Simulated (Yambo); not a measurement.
# SnSe₂: sweep of GW parameters

G0W0@PBEsol for SnSe$_{2}$ (CdI2 type, space group P-3m1, No. 164) in Yambo. Reference settings: 3×3×2 Γ-centred k mesh, bands 21 to 322 and a 8 Ry block in the screening, 322 bands in G with the Bruneval-Gonze terminator, plasmon pole fitted at 27.2 eV. The PBEsol gap A → Γ on this mesh is 0.95 eV; G0W0 gaps are taken between the same points.

```json
[
 {"change from the reference": "reference settings", "G0W0 gap A → Γ (eV)": "1.77", "shift of the valence edge (eV)": "-0.94", "rough Yambo cost": "1"},
 {"change from the reference": "128 bands in W, 128 bands in G", "G0W0 gap A → Γ (eV)": "1.80", "shift of the valence edge (eV)": "-0.70", "rough Yambo cost": "about 1/3"},
 {"change from the reference": "210 bands in W, 210 bands in G", "G0W0 gap A → Γ (eV)": "1.77", "shift of the valence edge (eV)": "-0.86", "rough Yambo cost": "within a factor of two"},
 {"change from the reference": "128 bands in G", "G0W0 gap A → Γ (eV)": "1.77", "shift of the valence edge (eV)": "-0.89", "rough Yambo cost": "–"},
 {"change from the reference": "210 bands in G", "G0W0 gap A → Γ (eV)": "1.77", "shift of the valence edge (eV)": "-0.93", "rough Yambo cost": "–"},
 {"change from the reference": "156 bands in W", "G0W0 gap A → Γ (eV)": "1.78", "shift of the valence edge (eV)": "-0.80", "rough Yambo cost": "within a factor of two"},
 {"change from the reference": "1 Ry block", "G0W0 gap A → Γ (eV)": "1.91", "shift of the valence edge (eV)": "-0.59", "rough Yambo cost": "within a factor of two"},
 {"change from the reference": "3 Ry block", "G0W0 gap A → Γ (eV)": "1.64", "shift of the valence edge (eV)": "-0.70", "rough Yambo cost": "within a factor of two"},
 {"change from the reference": "7 Ry block", "G0W0 gap A → Γ (eV)": "1.75", "shift of the valence edge (eV)": "-0.90", "rough Yambo cost": "within a factor of two"},
 {"change from the reference": "pole fitted at 40 eV", "G0W0 gap A → Γ (eV)": "1.79", "shift of the valence edge (eV)": "-1.01", "rough Yambo cost": "–"},
 {"change from the reference": "no random integration", "G0W0 gap A → Γ (eV)": "1.76", "shift of the valence edge (eV)": "-0.76", "rough Yambo cost": "–"},
 {"change from the reference": "128 bands in G, no terminator", "G0W0 gap A → Γ (eV)": "1.75", "shift of the valence edge (eV)": "-0.49", "rough Yambo cost": "–"},
 {"change from the reference": "210 bands in G, no terminator", "G0W0 gap A → Γ (eV)": "1.76", "shift of the valence edge (eV)": "-0.74", "rough Yambo cost": "–"},
 {"change from the reference": "no terminator", "G0W0 gap A → Γ (eV)": "1.77", "shift of the valence edge (eV)": "-0.86", "rough Yambo cost": "–"}
]
```

The reference isn't shown to be the converged limit. Costs are rough (shared machines), scaled to the same edge states, and given only for runs that recompute the screening. The mesh misses a band edge: along a dense path the PBEsol gap is 0.64 eV against 0.95 eV on the mesh.

The standard potentials for Se, Sn keep a d shell in the valence without the s and p states of that shell. In tests on such compounds this moved G0W0 gaps by up to about 0.9 eV, so absolute quasiparticle energies here are unreliable; differences between settings are what counts.

Spin-orbit coupling is included.

Geometry of the Materials Project entry, not relaxed at this level; primitive cell a = b = 3.8419 Å, c = 6.4859 Å, α = β = 90.00°, γ = 120.00°.

A shift is the quasiparticle energy of the state minus its PBEsol energy.

The distance between layers or molecules is the database entry's, not relaxed here. Functionals without dispersion can leave it too large, which widens gaps and weakens the response across layers: the numbers belong to this cell.
